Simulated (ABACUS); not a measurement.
Consider a self-consistent single point of Cu₃Sn (P1, 8 atoms in the cell; from Materials Project mp-13138, changed as shown).

```
CELL_PARAMETERS angstrom
      5.62904     0.00000     0.00000
     -2.81452     4.87489     0.00000
      0.00000     0.00000     4.36754
ATOMIC_POSITIONS crystal
  Cu 0.16981 0.84171 0.75239
  Cu 0.84088 0.15503 0.24847
  Cu 0.31219 0.16530 0.25983
  Cu 0.69245 0.85623 0.74994
  Cu 0.15728 0.31520 0.74120
  Cu 0.83360 0.67386 0.24488
  Sn 0.32458 0.65663 0.24465
  Sn 0.66921 0.33604 0.75865
```

All values come from this method and carry its errors: PBEsol, numerical atomic orbitals SZP (confined pseudo-atomic orbitals with Gaussian additions; energy shift 0.01 Ry), PseudoDojo 0.4 standard norm-conserving PBEsol (tails mended) pseudopotentials in ABACUS.

ABACUS settings:

basis: SZP numerical atomic orbitals, energy shift 0.01 Ry
KPT: Gamma 5 5 6 0 0 0
basis_type: lcao
ecutwfc: 100 Ry
smearing_method: fd
smearing_sigma: 0.00999582 Ry
potentials: PseudoDojo 0.4 standard norm-conserving PBEsol (tails mended)
symmetry: 1
symmetry_prec: 1e-05
ks_solver: scalapack_gvx
scf_nmax: 100
scf_thr: 1.0e-07
mixing_type: broyden
mixing_beta: 0.4

Results:

| Property | Value |
|---|---|
| Number of valence electrons | 142 |
| Number of bands | 86 |
| Number of k-points after the program's reduction | 76 |
| Size of the basis | 162 |
| Number of SCF iterations | 12 |
| Free energy E − TS | -35211.0418 eV |
| Fermi level (on the code's own zero) | 15.40 eV |
| Pressure | -7.47 GPa |
| Largest force (vector length) | 0.524 eV/Å |

Forces (eV/Å):
```csv
atom,Fx,Fy,Fz
Cu1,-0.433,0.168,-0.075
Cu2,0.181,-0.253,0.068
Cu3,-0.067,-0.416,-0.126
Cu4,0.279,-0.109,-0.069
Cu5,0.042,-0.329,0.159
Cu6,0.020,0.488,0.190
Sn7,0.106,0.448,0.101
Sn8,-0.127,0.003,-0.247
```

Stress (GPa, positive for compression):
```
-7.41  -0.04   0.06
-0.04  -7.07   0.06
 0.06   0.06  -7.93
```

For comparison: a first run was changed to give this one (atoms moved at random), and from it to this one the free energy rises by 12.3 meV/atom, the pressure goes from -7.61 to -7.47 GPa and the largest force goes from 0.205 to 0.524 eV/Å.

The atom-centred basis is finite, which shifts total energies, pressures and forces against plane waves. A single-zeta basis is rough, for pressures and forces above all. The structure comes from a collection of computed structures, made at another level of theory; the collection holds predicted forms beside known ones. Its lattice was then scaled. No clean gap shows at this smearing width and mesh (spacing up to 0.26 Å⁻¹); the mesh is coarse for partly filled bands, so the values carry mesh errors.

Cost on one core: roughly 60 core-seconds.

The atomic orbitals were generated for these runs; they are not ABACUS's published sets and were checked against plane waves on a few crystals only.

“Tails mended”: in these copies of the files the far tail of each local potential was reset to the Coulomb form.
